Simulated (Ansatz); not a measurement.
TaC:
```
CELL_PARAMETERS angstrom
      0.00000     2.21982     2.21982
      2.21982     0.00000     2.21982
      2.21982     2.21982     0.00000
ATOMIC_POSITIONS crystal
  C  0.00000 0.00000 0.00000
  Ta 0.50000 0.50000 0.50000
```

This is the PBEsol-relaxed structure.

**Question.** All from the program Ansatz at the PBEsol level (PAW), unless another level is named. Give the Young's modulus.

**Answer.** 569 GPa.

**Question.** Predict the elastic constants (relaxed ions, GPa).

**Answer.** C11 = 780, C12 = 127, C44 = 185.

Space group Fm-3m (rock salt). The cell was relaxed with PBEsol under the symmetry of its start. The run is not spin-polarised. As this level gives no gap, shear constants depend on the k-mesh and smearing (Fermi–Dirac, 0.1 eV here). Scalar-relativistic: spin–orbit coupling is off unless named, which matters more the heavier the elements.

Potentials: the later of the program's two PAW sets.
